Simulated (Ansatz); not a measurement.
# Bi: computed property card

Bi:
```
CELL_PARAMETERS angstrom
      0.00000     3.61682     3.61682
      3.61682     0.00000     3.61682
      3.61682     3.61682     0.00000
ATOMIC_POSITIONS crystal
  Bi 0.00000 0.00000 0.00000
  Bi 0.25000 0.25000 0.25000
```

Space group Fd-3m (No. 227), diamond; conventional cell a = b = c = 7.234 Å, α = β = γ = 90.00°.

Method: DFT-r²SCAN in the program Ansatz with PAW potentials. Structure relaxed to zero pressure with the same functional. Other levels are named where they apply.

**Cell and energy**

Volume per atom: 47.31 Å³
Density: 7.33 g/cm³

**Electronic structure**

- Electronic character: metallic (no gap)
- Density of states at the Fermi level: 0.41 states/eV per atom (mean over ±0.08 eV)
- Gap with spin–orbit coupling: none (metallic)

**Mechanics**

- Bulk modulus (Birch–Murnaghan fit) = 31.5 GPa
- Pressure derivative B′ = 4.4
- Elastic constants (relaxed ions, GPa) = C11 = 31.2, C12 = 31.9, C44 = -15.1
- Mechanical stability = unstable (C has a negative eigenvalue)

The start of the workflow was typed in or built on a structure type; neither database checked (COD, Materials Project) lists it. It is not the phase usual at ambient conditions (space group No. 166). Symmetry was held in the r²SCAN relaxation. As this level gives no gap, shear constants depend on the k-mesh and smearing (Fermi–Dirac, 0.1 eV here). Spin–orbit coupling is left out wherever it is not named.

Potentials: the later of the program's two PAW sets.
